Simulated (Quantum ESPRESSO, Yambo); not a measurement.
## NaCoO2: DFT and GW levels

```
NaCoO2
1.0
    1.44448     0.83397     5.11568
   -1.44448     0.83397     5.11568
    0.00000    -1.66794     5.11568
O Na Co
2 1 1
Direct
  0.22899   0.22899   0.22899
  0.77101   0.77101   0.77101
  0.00000   0.00000   0.00000
  0.50000   0.50000   0.50000
```

Cell and atoms were relaxed with PBEsol from Materials Project entry mp-18921, within its symmetry.

Starting point: PBEsol (Quantum ESPRESSO, PseudoDojo norm-conserving, 96 Ry, without SOC). G0W0 in Yambo: 6×6×6 Γ-centred k mesh, bands 6 to 65 and a 7 Ry block in the screening, 65 bands in G with the Bruneval-Gonze terminator, plasmon pole fitted at 27.2 eV.

The PBEsol gap along the band path is 0.75 eV. The PBEsol gap between the mesh's edge points ((0.333, 0.333, -0.5) → (0.167, 0.167, -0.5)) is 0.86 eV, the G0W0 gap between the same points is 1.82 eV and the PBEsol smallest direct gap on the mesh (at (0.167, 0.167, -0.5)) is 1.09 eV. The G0W0 direct gap at that point is 2.02 eV and the estimate of the fundamental G0W0 gap (path gap plus the correction; the mesh misses a band edge) comes out as 1.71 eV.

```tsv
k point	band	E PBEsol (eV)	E QP (eV)	shift (eV)	Z
Γ	VB	-0.17	-0.11	0.07	0.71
Γ	CB	1.89	2.99	1.09	0.72
L	VB	-0.41	-0.29	0.12	0.70
L	CB	1.30	2.37	1.07	0.72
F	VB	-0.42	-0.29	0.13	0.70
F	CB	1.42	2.52	1.10	0.71
(0.167, 0.167, -0.5)	VB	-0.23	-0.11	0.12	0.71
(0.167, 0.167, -0.5)	CB	0.86	1.91	1.05	0.72
(0.333, 0.333, -0.5)	VB	0.00	0.09	0.09	0.71
(0.333, 0.333, -0.5)	CB	1.12	2.16	1.04	0.73
Z	VB	-0.07	-0.01	0.06	0.71
Z	CB	1.94	3.03	1.09	0.71
```

Energies count from the PBEsol valence-band maximum.

Convergence of the G0W0 settings was not tested.

The 3d shell has no Hubbard U; the runs are without spin polarisation, and magnetic order was not tried.

The structure is a Materials Project entry; no match was found in the copy of COD used, and its stability was not checked.
